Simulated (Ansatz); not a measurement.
Relaxed-ion elastic tensor of ZrPbO$_{3}$ (cubic perovskite, Pm-3m) in GPa (Voigt order), the program Ansatz at the PBEsol level (PAW); density 8.10 g/cm³, 14.20 Å³ per atom.

```
 325  91.8  91.8   0.0   0.0   0.0
91.8   325  91.8   0.0   0.0   0.0
91.8  91.8   325   0.0   0.0   0.0
 0.0   0.0   0.0  64.7   0.0   0.0
 0.0   0.0   0.0   0.0  64.7   0.0
 0.0   0.0   0.0   0.0   0.0  64.7
```

Task: Is the crystal mechanically stable?

Result: Yes: the smallest eigenvalue of C is 64.7 GPa.

Task: Work out the Voigt, Reuss and Hill averages.

Result: K_V = 169, K_R = 169, K_H = 169; G_V = 85.4, G_R = 78.7, G_H = 82.1 GPa.

Task: Give Young's modulus, Poisson's ratio, Pugh's ratio and the universal anisotropy index.

Result: E = 9KG/(3K + G) = 212 GPa; ν = 0.29; K/G = 2.07 (ductile by the Pugh limit of 1.75); A_U = 5G_V/G_R + K_V/K_R − 6 = 0.43.

Task: Estimate the sound speeds and the Debye temperature.

Result: v_l = √((K + 4G/3)/ρ) = 5870 m/s, v_t = √(G/ρ) = 3180 m/s, mean 3550 m/s; Θ = (h/k)(3n/4πV)^(1/3) v_m = 437 K.

Task: Give the Zener ratio and Young's modulus along [100], [110] and [111].

Result: A = 2C44/(C11 − C12) = 0.55; 1/E = S11 − 2(S11 − S12 − S44/2)Γ with Γ = 0, 1/4, 1/3 gives 285, 191, 172 GPa.

Task: Solve the Christoffel equation for the three sound speeds along [100], [110], [111].

Result: Eigenvalues of C_ijkl n_j n_l equal ρv². In km/s, slowest first: [100] 2.83, 2.83, 6.33; [110] 2.83, 3.79, 5.81; [111] 3.50, 3.50, 5.62.

The workflow started from a Materials Project entry (that database holds measured and hypothetical structures alike); the Crystallography Open Database copy checked does not list it. COD files the formula under space group No. 38, 55, so this cell is another polymorph or a model. Whether it is the stable phase at ambient conditions was not checked. The cell was relaxed with PBEsol under the symmetry of its start. At this level the phase is dynamically unstable (imaginary phonons). The run is not spin-polarised. Scalar-relativistic: spin–orbit coupling is off unless named, which matters more the heavier the elements.

Potentials: the later of the program's two PAW sets.
